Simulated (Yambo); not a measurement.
Yambo run on Ag₂S (space group Cmc2_1, No. 36). The wavefunctions come from this Quantum ESPRESSO step (PBEsol, PseudoDojo standard norm-conserving files, scalar-relativistic):

```
&CONTROL
  calculation = 'nscf'
  pseudo_dir = './pseudo'
  outdir = './out'
/
&SYSTEM
  ibrav = 0
  nat = 6
  ntyp = 2
  ecutwfc = 82.0
  ecutrho = 328.0
  occupations = 'fixed'
  force_symmorphic = .true.
  nbnd = 160
/
&ELECTRONS
  conv_thr = 6.000000000000001e-09
  diago_full_acc = .true.
  diago_thr_init = 1e-08
/
ATOMIC_SPECIES
S 32.0600 S.upf
Ag 107.8682 Ag.upf
CELL_PARAMETERS angstrom
  2.390030000000  -3.531985000000   0.000000000000
  2.390030000000   3.531985000000   0.000000000000
  0.000000000000   0.000000000000   7.589420000000
ATOMIC_POSITIONS crystal
S   0.283290000000   0.716710000000   0.436180000000
S   0.716710000000   0.283290000000   0.936180000000
Ag   0.493460000000   0.506540000000   0.691220000000
Ag   0.506540000000   0.493460000000   0.191220000000
Ag   0.106000000000   0.894000000000   0.935350000000
Ag   0.894000000000   0.106000000000   0.435350000000
K_POINTS automatic
4 4 2 0 0 0
```

Yambo input:

```
rim_cut
gw0
dyson
el_el_corr
HF_and_locXC
ppa
em1d
RandQpts= 1000000
RandGvec= 1 Ry
EXXRLvcs= 82 Ry
VXCRLvcs= 328 Ry
Chimod= "HARTREE"
% BndsRnXp
 17 | 159 |
%
NGsBlkXp= 6 Ry
% LongDrXp
 1.0 | 1.0 | 1.0 |
%
PPAPntXp= 27.2114 eV
% GbndRnge
 1 | 159 |
%
GTermKind= "BG"
DysSolver= "n"
ExtendOut
% QPkrange
 1 | 1 | 44 | 45 |
 2 | 2 | 44 | 45 |
 5 | 5 | 44 | 45 |
 6 | 6 | 44 | 45 |
 13 | 13 | 44 | 45 |
 14 | 14 | 44 | 45 |
%
```

k points by index: 1 = Γ, 2 = (0, 0, -0.5), 5 = (0, -0.5, 0), 6 = (0, -0.5, -0.5), 13 = (-0.5, -0.5, 0), 14 = (-0.5, -0.5, -0.5).

The o-*.qp file then holds:

```
#    K-point    Band    Eo [eV]    E [eV]    E-Eo [eV]    Vxc [eV]    Vnlxc [eV]    Sc|Eo [eV]    Sc|E [eV]    dSc/dw|Eo [eV]    Re(Z)    Im(Z)
#
    1    44    -0.010298    -0.462870    -0.452572    -19.49083    -23.26913    3.200733    3.325726    -7.513454    0.783626    -0.001398
    1    45    1.209813    1.613489    0.403676    -11.71400    -7.782573    -3.435015    -3.527748    -6.249658    0.813224    -0.001219
    2    44    -0.138798    -0.568691    -0.429893    -17.07183    -20.22160    2.602019    2.719878    -7.458461    0.784869    -0.001391
    2    45    1.769323    2.138153    0.368830    -14.91088    -11.57426    -2.876331    -2.967790    -6.746156    0.801333    -0.001290
    5    44    0.000000    -0.446046    -0.446046    -18.81637    -22.32335    2.939382    3.060933    -7.413478    0.785889    -0.001386
    5    45    2.327417    2.518311    0.190895    -10.43892    -7.032708    -3.171975    -3.215316    -6.175340    0.815034    -0.001222
    6    44    -0.190713    -0.643562    -0.452849    -18.34360    -21.81591    2.896351    3.019464    -7.395999    0.786286    -0.001391
    6    45    1.702036    1.973779    0.271743    -11.91667    -8.509070    -3.073275    -3.135858    -6.264908    0.812853    -0.001240
    13    44    -0.442802    -0.910335    -0.467532    -17.71879    -21.09486    2.782919    2.908542    -7.309805    0.788249    -0.001401
    13    45    1.488006    1.872100    0.384094    -11.40437    -7.493783    -3.439761    -3.526489    -6.142836    0.815829    -0.001203
    14    44    -1.160262    -1.661115    -0.500853    -17.64051    -21.46214    3.181072    3.320777    -7.588692    0.781933    -0.001180
    14    45    2.329735    2.773719    0.443984    -12.95291    -8.940828    -3.464626    -3.568102    -6.340616    0.811019    -0.001234
```
(The two width columns are left out.) Convergence of these settings isn't established.

Spin-orbit coupling is not included.

Geometry of the Materials Project entry, not relaxed at this level.

The structure is a Materials Project entry; no match was found in the copy of COD used, and its stability was not checked.
